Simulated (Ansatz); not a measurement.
K2PtC6N6, one structure, two calculations

Cell: a refined structure from the COD, its atoms then relaxed with PBE in this cell.

```cif
data_K2PtC6N6
_symmetry_space_group_name_H-M 'P-31m'
_symmetry_Int_Tables_number 162
_cell_length_a 7.3928
_cell_length_b 7.3928
_cell_length_c 6.6613
_cell_angle_alpha 90.000
_cell_angle_beta 90.000
_cell_angle_gamma 120.000
loop_
_atom_site_label
_atom_site_type_symbol
_atom_site_symmetry_multiplicity
_atom_site_Wyckoff_symbol
_atom_site_fract_x
_atom_site_fract_y
_atom_site_fract_z
K K 2 d 0.3333 0.6667 0.5000
Pt Pt 1 a 0.0000 0.0000 0.0000
C C 6 k 0.2230 0.2230 0.1740
N N 6 k 0.3513 0.3513 0.2751
```

One atom of each set is listed.

First run. Level of theory: DFT, PBE, plane waves and PAW, scalar-relativistic, 420 eV cutoff, Γ-centred 5×5×5 k-points, Fermi–Dirac smearing 0.05 eV (Ansatz 0.2.0).

| site | V_zz (10²¹ V/m²) | η |
| --- | --- | --- |
| K | 0.75 | 0.00 |
| Pt | -0.48 | 0.00 |
| C | -3.97 | 0.08 |
| N | -7.23 | 0.00 |

Second run. The same atoms and settings, except that the functional is r2SCAN and the cutoff is 500 eV.

(1) What does the second run give?

## Answers

(1) 

```
site   V_zz     η  change of V_zz
   K   0.77  0.00           +0.02
  Pt  -0.35  0.00           +0.13
   C  -4.32  0.07           -0.35
   N  -7.45  0.00           -0.22
```

The largest change of V_zz is on C, from -3.97 to -4.32. In per cent, |V_zz| changes by +2 on K, +9 on C, +3 on N (all sites that start above 0.5).

Spin–orbit coupling is left out, which shifts gradients on Pt by a few per cent, and by more where contributions nearly cancel. The database entry as given showed forces above 3 eV/Å or a pressure above 30 GPa, though relaxing it moves no atom far.
For the second run: The largest force is 0.9 eV/Å, so the atoms aren't at the calculated equilibrium and relaxing them would move these values. With these PAW files V_zz is typically within 2 to 3 % of all-electron values, but misses above 10 % occur on Pt.
